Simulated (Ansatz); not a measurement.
Consider the following.

GaP:
```cif
data_GaP
_chemical_formula_sum 'Ga1 P1'
_space_group_name_H-M_alt 'P 1'
_space_group_IT_number 1
_cell_length_a 3.19404
_cell_length_b 3.19404
_cell_length_c 3.19404
_cell_angle_alpha 90.000
_cell_angle_beta 90.000
_cell_angle_gamma 90.000
loop_
_space_group_symop_operation_xyz
  'x, y, z'
loop_
_atom_site_label
_atom_site_type_symbol
_atom_site_fract_x
_atom_site_fract_y
_atom_site_fract_z
_atom_site_occupancy
Ga1 Ga 0.00000 0.00000 0.00000 1
P1 P 0.50000 0.50000 0.50000 1
```

This is the r²SCAN-relaxed structure.

### Question
All from r²SCAN in the plane-wave PAW code Ansatz, unless another level is named. Predict the electronic character.

### Answer
metallic (no gap).

### Question
Give the density of states at the Fermi level.

### Answer
0.47 states/eV per atom (mean over ±0.08 eV).

### Question
Give the gap with spin–orbit coupling.

### Answer
none (metallic).

Space group Pm-3m (CsCl type). A made-up cell: these elements were put on the sites of a structure type; neither database checked (COD, Materials Project) lists it. It is not the phase usual at ambient conditions (space group No. 216). The r²SCAN relaxation kept the symmetry of its start. At this level the phase is mechanically unstable. Spin–orbit coupling is left out wherever it is not named.

Potentials: the earlier of the program's two PAW sets.
